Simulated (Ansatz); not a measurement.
Question: Name crystals whose computed values (DFT-HSE06 in the program Ansatz with PAW potentials) fall in these windows: B₀ by P(V) fit (GPa) 120 to 170; gap (eV) 2.1 to 2.9.

Answer: 

```csv
crystal,B₀ by P(V) fit (GPa),gap (eV)
"ZnO, wurtzite",145,2.51
```
Others may fit too.

The cell was relaxed under the symmetry of its start.

Potentials: the later of the program's two PAW sets.
